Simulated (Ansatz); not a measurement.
TePb:
```yaml
crystal:
  lattice:
    - [0.00000, 3.56197, 3.56197]
    - [3.56197, 0.00000, 3.56197]
    - [3.56197, 3.56197, 0.00000]
  atoms:
    - { symbol: Te, position: [0.75000, 0.75000, 0.75000] }
    - { symbol: Pb, position: [0.00000, 0.00000, 0.00000] }
```

Relaxed with LDA.

**Question.** Decompose the optical modes at the zone centre into irreducible representations, and say which are infrared and Raman allowed.

**Answer.** Point group -43m: Γ_opt = T2. Infrared: T2. Raman: T2.

**Question.** Assign frequencies (DFPT, LDA (plane waves, PAW; program Ansatz); without the LO–TO term).

**Answer.** T2 109 cm⁻¹.

Space group F-43m (zinc blende). The cell is a constructed one: a structure type filled with these elements; neither database checked (COD, Materials Project) lists it. It is not the phase usual at ambient conditions (space group No. 225). The cell was relaxed with LDA under the symmetry of its start. At this level the phase is mechanically unstable. Scalar-relativistic: spin–orbit coupling is off unless named, which matters more the heavier the elements.

Potentials: the later of the program's two PAW sets.
